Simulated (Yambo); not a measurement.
LiIOH2 (space group Pmma, No. 51), G0W0@LDA in Yambo; all else as in the reference (2×2×2 Γ-centred k mesh, bands 3 to 219 and a 7 Ry block in the screening, 219 bands in G with the Bruneval-Gonze terminator, plasmon pole fitted at 27.2 eV). One parameter is varied: the cutoff of the exchange sum, over 5, 10, 20, 40, 84 Ry.

Task: From which value on does the gap (0, -0.5, 0) → Γ stay within 0.05 eV of the largest setting?

Result: From 20 Ry on.
```json
[
 {"cutoff of the exchange sum (Ry)": "5", "G0W0 gap (eV)": "6.17", "valence shift (eV)": "-1.17"},
 {"cutoff of the exchange sum (Ry)": "10", "G0W0 gap (eV)": "5.83", "valence shift (eV)": "-1.28"},
 {"cutoff of the exchange sum (Ry)": "20", "G0W0 gap (eV)": "5.64", "valence shift (eV)": "-1.28"},
 {"cutoff of the exchange sum (Ry)": "40", "G0W0 gap (eV)": "5.60", "valence shift (eV)": "-1.28"},
 {"cutoff of the exchange sum (Ry)": "84", "G0W0 gap (eV)": "5.60", "valence shift (eV)": "-1.28"}
]
```
The last step of the sweep still moves the gap by 3 meV; the other settings are held fixed.

Spin-orbit coupling is not included.

Geometry of the Materials Project entry, not relaxed at this level; primitive cell a = 6.434 Å, b = 4.397 Å, c = 5.620 Å, α = 90.00°, β = 90.00°, γ = 90.00°.

The structure is a Materials Project entry; no match was found in the copy of COD used, and its stability was not checked.

A shift is the quasiparticle energy of the state minus its LDA energy.

The distance between layers or molecules is the database entry's, not relaxed here. Functionals without dispersion can leave it too large, which widens gaps and weakens the response across layers: the numbers belong to this cell.
